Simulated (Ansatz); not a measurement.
# NdCdC: rattling a relaxed structure

The structure comes from a generated guess, relaxed at this level; another structure or a mixture of phases may lie lower.

Computed with Ansatz 0.2.0, DFT PBE, scalar-relativistic, plane waves, PAW, and for the lanthanide a 4f-in-core norm-conserving potential. Settings: cutoff 660 eV, Γ-centred mesh 12×12×12 on the computed 3-atom cell, Gaussian smearing of 0.10 eV; no spin polarisation.

The cell below (3 atoms, space group P4/mmm (No. 123)) is relaxed within its symmetry.

```cif
data_structure
_symmetry_space_group_name_H-M 'P 1'
_symmetry_Int_Tables_number 1
_cell_length_a 3.7205
_cell_length_b 3.7204
_cell_length_c 4.4165
_cell_angle_alpha 90.000
_cell_angle_beta 90.000
_cell_angle_gamma 90.000
_cell_volume 61.13
loop_
_atom_site_label
_atom_site_type_symbol
_atom_site_fract_x
_atom_site_fract_y
_atom_site_fract_z
_atom_site_occupancy
Nd1 Nd 0.00000 0.00000 0.00000 1
Cd1 Cd 0.50000 0.50000 0.50000 1
C1 C 0.50000 0.50000 0.00000 1
```

For the test a repeat of it with 6 atoms (edges 3.72, 3.72, 8.83 Å) was strained at random (σ = 1.5 % a component), the atoms were moved at random (σ = 0.10 Å), and all was relaxed again on a coarse 6×6×4 mesh (in the run’s order of axes) with 0.20 eV smearing, with no symmetry imposed.

An odd number of valence electrons (the lanthanide is held trivalent, its 4f shell in the core) allows no gap without spin; another valence of the lanthanide, a larger cell or a magnetic state could open one.

Question: What happens?

Answer: It returns, within 1 meV/atom of the unmoved cell on that mesh and with the same symmetry when read at 0.1 Å (Pmm2 at 0.01 Å, so small strains and shifts remain). So it is stable against the distortions that fit this cell and that this random move excites. Modes that don't fit the cell aren't tested.

The lanthanide is trivalent by construction, without f bands, f moments or other valences.
